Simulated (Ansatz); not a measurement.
Data:

Nb₅Si₃:
```
CELL_PARAMETERS angstrom
     -3.25561     3.25561     5.86660
      3.25561    -3.25561     5.86660
      3.25561     3.25561    -5.86660
ATOMIC_POSITIONS crystal
  Si 0.25000 0.25000 0.00000
  Si 0.75000 0.75000 0.00000
  Nb 0.81541 0.31541 0.83225
  Nb 0.31541 0.48315 0.50000
  Nb 0.48315 0.98315 0.16775
  Nb 0.98315 0.81541 0.50000
  Nb 0.68459 0.51685 0.50000
  Nb 0.18459 0.68459 0.16775
  Nb 0.01685 0.18459 0.50000
  Nb 0.51685 0.01685 0.83225
  Nb 0.00000 0.00000 0.00000
  Nb 0.50000 0.50000 0.00000
  Si 0.87066 0.37066 0.24131
  Si 0.37066 0.12934 0.50000
  Si 0.12934 0.62934 0.75869
  Si 0.62934 0.87066 0.50000
```

This is the LDA-relaxed structure.

Task: All from LDA (plane waves, PAW; program Ansatz), unless another level is named. Estimate the electronic character.

Result: metallic (no gap).

Task: And the density of states at the Fermi level?

Result: 0.36 states/eV per atom (mean over ±0.08 eV).

Task: Next, the formation energy from the elements (no fitted shifts)?

Result: -0.72 eV/atom.

Space group I4/mcm. The workflow started from an entry of the Crystallography Open Database (COD), which files this formula under 2 space groups. Its standing as an ambient phase is unchecked. Symmetry was held in the LDA relaxation; its stability against distortions is not shown here. No spin polarisation was allowed. The references are the lowest solids computed at this level, not always the standard phases. Scalar-relativistic: spin–orbit coupling is off unless named, which matters more the heavier the elements.

Potentials: the later of the program's two PAW sets.
